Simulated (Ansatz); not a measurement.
An Ansatz input:

```yaml
crystal:
  lattice:
    - [0.0, 3.4124057712, 3.4124057712]
    - [3.4124057712, 0.0, 3.4124057712]
    - [3.4124057712, 3.4124057712, 0.0]
  atoms:
    - { symbol: "Y", position: [0.125, 0.125, 0.125] }
    - { symbol: "Y", position: [0.875, 0.875, 0.875] }
hamiltonian:
  xc: pbesol
  pseudopotentials:
    kind: paw
    azcp:
      "Y": "pseudopotentials/Y.paw.azcp"
basis:
  ecutwfc: 420
  fft_grid_basis: typed
kpoints:
  mp_grid: { grid: [9, 9, 9], shift: [0, 0, 0] }
magnetization:
  spin_polarized: false
scf:
  occupations: { method: fermi_dirac, width: 0.1 }
  lower_state_search: "off"
output:
  stress: true
  write_density: true
  write_potential: true
  elf: true
  volumetric_format: npy
```

and its output:

```
Warning: the record states the generating functional pbe (its physics header spells it `PBE`), which answers neither for hamiltonian.xc's functional nor for the pbesol family's — results may be inconsistent (PPs are generated against a specific XC)
Engine: ansatz 0.2.0, aarch64-unknown-linux-gnu
Pseudopotentials: kind: paw
Pseudopotential: Y, paw, valence charge 11, recommended cutoff 420 eV (normal) 
Functional definition: PBEsol
  exchange = pbesol_x
  correlation = pbesol_c
Crystal: 2 atoms, lattice volume = 79.472 Å³
Basis set: ecut = 420 eV, 1471 PW (Γ)
Bands: 15, of which v1, the nominal top of the filled ones, is band 11 counted from 1 (10 counted from 0)
Symmetry: 48 space group operations
Space group: Fd-3m (ITA 227), of the structure as read, at distance tolerance 4.3e-5 Å
k-points: 35 of 729
Non-local potential: Y, projectors of the file, l = 0: 3, l = 1: 2, l = 2: 2, l = 3: 1
PAW form: soft (Blöchl's): semilocal exchange-correlation on the pseudo side does not see the compensation charge
PAW frozen core: Y, regenerated for the run's functional, and the local potential with it (the file was generated under x = pbe(κ = 0.804, μ = 0.2195149727645171), c = pbe(β = 0.06672455060314922))
PAW one-centre angular grid: Y, 590 points (default); XC on 64 Gauss nodes
Initial density: superposition of atomic densities (neutral atoms: chi_scale 0, normalization atom), corrected by the library's trained network
Initial wavefunctions: pseudopotential atomic-orbital guess
Functional: x = pbesol(κ = 0.804, μ = 0.12345679012345678), c = pbesol(β = 0.046)
SCF iter   1: F=—  HF=-7586.201925 eV  |F-HF|=—  |Δ(HF+E_count)|=         —  Δρ=4.20e-3  dr2=1.64e-2  ethr=1.77e-3  ⟨swp⟩=5.3  Hψ=5578  notcnv=0
automatic band count: the SCF goes on with 19 bands, as 15 were too few: the levels above may hold too much charge
SCF iter   2: F=—  HF=-7586.198965 eV  |F-HF|=—  |Δ(HF+E_count)|=   2.96e-3  Δρ=2.36e-3  dr2=5.78e-3  ethr=7.47e-5  ⟨swp⟩=1.2  Hψ=971  notcnv=0
SCF iter   3: F=—  HF=-7586.198229 eV  |F-HF|=—  |Δ(HF+E_count)|=   7.35e-4  Δρ=3.81e-4  dr2=2.79e-4  ethr=2.63e-5  ⟨swp⟩=2.0  Hψ=772  notcnv=0
SCF iter   4: F=—  HF=-7586.198184 eV  |F-HF|=—  |Δ(HF+E_count)|=   4.54e-5  Δρ=1.33e-4  dr2=1.52e-5  ethr=1.27e-6  ⟨swp⟩=2.0  Hψ=771  notcnv=0
SCF iter   5: F=—  HF=-7586.198186 eV  |F-HF|=—  |Δ(HF+E_count)|=   1.85e-6  Δρ=3.11e-5  dr2=7.59e-7  ethr=6.90e-8  ⟨swp⟩=1.0  Hψ=665  notcnv=0
SCF iter   6: F=-7586.198186 eV  HF=-7586.198186 eV  |F-HF|=4.55e-12  |Δ(HF+E_count)|=   3.13e-7  Δρ=3.64e-6  dr2=5.95e-9  ethr=4.55e-10  ⟨swp⟩=9.3  Hψ=4074  notcnv=0
SCF 1 converged in 6 iterations: F = -7586.198186 eV  dr2 = 5.95e-9
SCF converged after 6 iterations
Free energy (F): -7586.198186 eV
Harris-Foulkes:  -7586.198186 eV  (|F-HF|=4.55e-12)
Internal energy: -7586.073164 eV  (E = F + TS)
E sigma→0 (E₀):  -7586.135675 eV
Entropy (-TS):   -0.125022 eV (-62.511 meV/atom)
Fermi energy:    6.847986 eV
--- Per-component energies (eV) ---
  E_band       = -302.326248
  E_kinetic    = 612.176258
  E_local      = -1564.123369  (includes V_loc(G=0)·N_el)
  E_nonlocal   = 106.116255
  E_hartree    = 523.874325
  E_xc         = -341.653652
  E_vxc        = -394.174511  (∫ρ·V_xc dr)
  E_paw        = -5547.524632  (= ΣΔE_a)
  E_vpaw       = -110.071577  (= ΣTr[D̂ρ^β])
  E_aug_tail   = 0.000005  (compensation charges beyond the density's cutoff)
  E_ewald      = -1375.235899
  E_core_change = 0.297546  (= ΣΔE_core)
  E_smearing   = -0.125022  (= −TS)
  E_closure    = -0.000000  (closes the sum)
  Σ components = -7586.198186   (vs F -7586.198186, Δ=0.00e0)
--- Stress (GPa, compression-positive) ---
        0.044555      -0.000000      -0.000000
       -0.000000       0.044555       0.000000
       -0.000000       0.000000       0.044555
  P = ⅓ Tr σ = 0.0446 GPa (0.446 kbar)
--- Band table (eV; the first three rows and the last of 35) ---
  k-point 0: bands = ["-36.2333", "-35.8426", "-16.5134", "-16.5134", "-16.5134", "-15.7490", "-15.7490", "-15.7490", "3.1570", "6.7440", "6.7440", "7.3855", "7.3855", "7.3855", "9.0578", "9.0578", "9.0578", "12.3679", "12.3679"]
  k-point 1: bands = ["-36.2248", "-35.8516", "-16.5250", "-16.5250", "-16.5132", "-15.7504", "-15.7365", "-15.7365", "3.3139", "6.6523", "6.6523", "7.3652", "7.5577", "7.5577", "8.7212", "9.0342", "9.0342", "12.3206", "12.3206"]
  k-point 2: bands = ["-36.2010", "-35.8765", "-16.5529", "-16.5529", "-16.5134", "-15.7531", "-15.7062", "-15.7062", "3.7590", "6.5672", "6.5672", "7.3449", "7.7545", "7.7545", "7.9550", "9.1016", "9.1016", "12.1627", "12.1627"]
  k-point 34: bands = ["-36.0664", "-36.0145", "-16.7046", "-16.6825", "-16.2066", "-16.0644", "-15.5700", "-15.5503", "5.7085", "5.8088", "6.6141", "7.1413", "7.7102", "7.9923", "8.1975", "8.6506", "10.4989", "10.7391", "11.6668"]
```
